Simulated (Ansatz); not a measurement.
MgS2:
```yaml
crystal:
  lattice:
    - [3.25717, 2.05530, 0.00000]
    - [-3.25717, 2.05530, 0.00000]
    - [-2.19658, 0.00000, 4.50606]
  atoms:
    - { symbol: Mg, position: [0.50000, 0.50000, 0.50000] }
    - { symbol: S, position: [0.94213, 0.05787, 0.76907] }
    - { symbol: S, position: [0.05787, 0.94213, 0.23093] }
```

x, y and z are the axes in which the lattice vectors are written.

Give the high-frequency dielectric tensor and the Born effective charge tensors of the independent atoms from DFPT, PBEsol in the plane-wave PAW code Ansatz.


ε∞:
```
 6.11   0.00  -1.89
 0.00   4.77   0.00
-1.89   0.00   9.80
```
Z* of atom 1 (Mg), rows: field, columns: displacement, in e:
```
2.24  0.00  0.01
0.00  2.44  0.00
0.04  0.00  2.01
```
Z* of atom 2 (S), rows: field, columns: displacement, in e:
```
-1.12   0.00  -0.01
 0.00  -1.22   0.00
-0.02   0.00  -1.01
```

Static charges for comparison (Bader): Mg1 +1.65, S2 -0.82 e. Born charges measure polarisation by displacement and can exceed these by far.

Space group C2/m. The workflow started from a Materials Project entry (that database holds measured and hypothetical structures alike); the Crystallography Open Database copy checked does not list it. Whether it is the stable phase at ambient conditions was not checked. The PBEsol relaxation kept the symmetry of its start; whether a distortion lowers the energy is not shown.

Potentials: the later of the program's two PAW sets.
